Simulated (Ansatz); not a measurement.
The calculation used DFT PBE, scalar-relativistic, plane waves, PAW in Ansatz 0.2.0. All cells share a 420 eV cutoff and Γ-centred k meshes spaced at most about 0.3 Å⁻¹ (about 0.25 or finer for metals, 2π included). No spin polarisation in the final relaxations.

All energies are static (0 K, no zero-point motion).

Compare these two cells of Al4Pt, each relaxed at this level.

A.

```
Al Pt
1.0
    -2.90563    2.90563    2.90563
     2.90563   -2.90563    2.90563
     2.90563    2.90563   -2.90563
Al Pt
4 1
Cartesian
  1.4528 1.4528 1.4528
  -1.4528 1.4528 1.4528
  1.4528 1.4528 -1.4528
  1.4528 -1.4528 1.4528
  0.0000 0.0000 0.0000
```

B.

```
Al Pt
1.0
     4.29544    0.00000    0.00000
    -2.14772    3.71996    0.00000
     0.00000    0.00000    5.45515
Al Pt
4 1
Direct
  0.33333 0.66667 0.23609
  0.33333 0.66667 0.76391
  0.66667 0.33333 0.00000
  0.00000 0.00000 0.50000
  0.66667 0.33333 0.50000
```

Task: Which form is favoured at zero pressure, and by what margin per atom?

Result: B is lower, by 98 meV/atom. A has space group Im-3m (No. 229), 19.6 Å³/atom and no gap on its mesh; B has space group P-6m2 (No. 187), 17.4 Å³/atom and no gap. Counting all near atoms (those within 1.25 times the shortest distance at each site; a plus sign parts nearer from farther groups; a slash parts the counts of unlike sites), A has Al 2+6, Pt 8 and B has Al 8/3+6/11, Pt 11. The denser one is the lower, and pressure would at first widen the difference. Both come from invented guesses.

Spin–orbit coupling, which can matter for Pt, is left out. Cells relaxed within their symmetry can be saddle points.
